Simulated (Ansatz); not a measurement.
One starting cell of CeO$_{2}$ (a generated cell, CeO2 placed in the fluorite structure type) was relaxed twice with Ansatz (plane waves, PAW, scalar-relativistic): with r2SCAN at 500 eV and with PBE at 420 eV. The r2SCAN result:

```yaml
crystal:
  lattice:
    - [0.00000, 2.71888, 2.71888]
    - [2.71888, 0.00000, 2.71888]
    - [2.71888, 2.71888, 0.00000]
  atoms:
    - { symbol: Ce, position: [0.00000, 0.00000, 0.00000] }
    - { symbol: O, position: [0.25000, 0.25000, 0.25000] }
    - { symbol: O, position: [0.75000, 0.75000, 0.75000] }
```

```
quantity                                                      r2SCAN    PBE
-------------------------------------------------  -----------------  -----
space group                                                    Fm-3m  Fm-3m
volume (Å³/atom)                                               13.40    [?]
a (Å)                                                          5.438    [?]
gap (eV, no spin-orbit coupling)                                2.16    [?]
highest phonon at the sampled q (cm⁻¹)                           580    [?]
softest mode (cm⁻¹)                                no imaginary mode    [?]
pressure at 115 % of the level's own volume (GPa)              -19.5    [?]
pressure at 130 % of the level's own volume (GPa)              -27.8    [?]
```

### Question
What does PBE give for the same quantities?

### Answer

- volume (Å³/atom), PBE: 13.60
- a (Å), PBE: 5.464
- gap (eV, no spin-orbit coupling), PBE: 1.87
- highest phonon at the sampled q (cm⁻¹), PBE: 556
- softest mode (cm⁻¹), PBE: no imaginary mode
- pressure at 115 % of the level's own volume (GPa), PBE: -17.7
- pressure at 130 % of the level's own volume (GPa), PBE: -25.1

Both levels end in the same structure; PBE's volume is 1.5 % larger; its gap is 0.29 eV smaller. Neither column is exact.

No spin polarisation in the result. The d or f electrons are treated with no Hubbard U. The 4f state was not searched, so a lower electronic state may exist.

Measured for CeO2: a 5.391 Å (0 K or low temperature; as listed in Stimac, Jared C., Goldman, Nir, arXiv (2024)); gap 3 eV (as listed in Fabien Tran et al., Journal of Applied Physics (2019)). Computed minus measured — a: r2SCAN +0.9 %, PBE +1.4 %; gap: r2SCAN -0.84 eV, PBE -1.13 eV. The computed values are for a static lattice, and a measured gap can be an optical one, lowered by exciton binding.

The run could not lose the symmetry of its start; a randomly shaken copy of 3 atoms returns to this structure.

All atoms sit on sites fixed by symmetry, so only the cell could relax.

Ansatz is a quantum-chemistry and plane-wave program.
